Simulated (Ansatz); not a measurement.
# Computed energy against volume: FeS2 (pyrite type, space group Pa-3)

FeS₂ (pyrite type, space group Pa-3)

Space group Pa-3 (No. 205); a = 5.404 Å, b = 5.404 Å, c = 5.404 Å, α = 90.00°, β = 90.00°, γ = 90.00°

| atom | site | symmetry | x | y | z |
|---|---|---|---|---|---|
| Fe | 4a | .-3. | 0.0000 | 0.0000 | 0.0000 |
| S | 8c | .3. | 0.3826 | 0.3826 | 0.3826 |

Equation-of-state scan: isotropic scaling of the cell above, V₀ being its volume. The atoms relax within the cell's symmetry.

Computed with PBE (plane waves to 420 eV, PAW, scalar-relativistic; Ansatz, a program for electronic structure). k mesh 5×5×5 (Γ-centred), Fermi-Dirac smearing 0.05 eV. Energies are smeared free energies. Stress and pressure are positive under compression. FeS2 is run without spin polarisation. FeS2 was relaxed with its symmetry unable to fall. The PAW data are Ansatz's earlier set. The zero of ΔE is the relaxed starting cell.

```tsv
V/V₀	ΔE (meV/atom)	P (GPa)
0.840	229.9	41.4
0.880	118.4	27.2
0.920	48.3	15.9
0.960	11.1	7.1
1.000	0.0	0.0
1.040	9.6	-5.6
1.080	35.5	-10.0
1.120	74.4	-13.5
1.160	123.5	-16.3
```

Derived quantities:

| Item | Result |
|---|---|
| Pressure at the smallest volume | 41.4 GPa |
| Energy cost of the largest compression | 229.9 meV/atom |
| Energy cost of the largest expansion | 123.5 meV/atom |
| Bulk modulus B₀ (third-order Birch-Murnaghan fit) | 156 GPa |
| Pressure derivative B₀′ (fit) | 4.8 |
| Equilibrium volume of the fit | 13.15 Å³/atom |
| Pressure for 5 % compression (fit) | 9.1 GPa |

(A scan under strain: stresses follow from slopes of the energy per volume, elastic moduli from its curvatures.)
